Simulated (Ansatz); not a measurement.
Cu Kα1 powder pattern (kinematic, no thermal factors).
```csv
2θ (°),relative intensity
13.80,11
23.60,10
27.44,100
27.80,20
33.62,22
36.50,1
36.78,7
44.17,50
48.29,20
48.95,21
50.47,2
54.43,2
55.04,3
56.44,28
56.63,12
57.43,5
62.20,3
62.95,1
68.22,8
70.69,6
71.21,14
77.39,6
77.56,5
78.25,7
78.75,5
80.59,4
83.10,1
87.25,13
```

The pattern is computed from a structure relaxed with DFT PBE, scalar-relativistic, plane waves, PAW (Ansatz). Collinear spin, ending at 1.0 μB a primitive cell. Its elements are Ag, F, Tl.

Task: Give the structure.

Result: TlAgF5.
Space group P4/mmm (No. 123). a = 3.766 Å, b = 3.766 Å, c = 6.413 Å, α = 90.00°, β = 90.00°, γ = 90.00°
```tsv
atom	site	symmetry	x	y	z
Tl	1b	4/mmm	0.0000	0.0000	0.5000
Ag	1c	4/mmm	0.5000	0.5000	0.0000
F	1a	4/mmm	0.0000	0.0000	0.0000
F	4i	2mm.	0.5000	0.0000	0.7035
```

A pattern alone doesn't exclude other cells with like lines; this is the one computed.

The structure comes from a generated guess; another structure or a mixture of phases may lie lower.
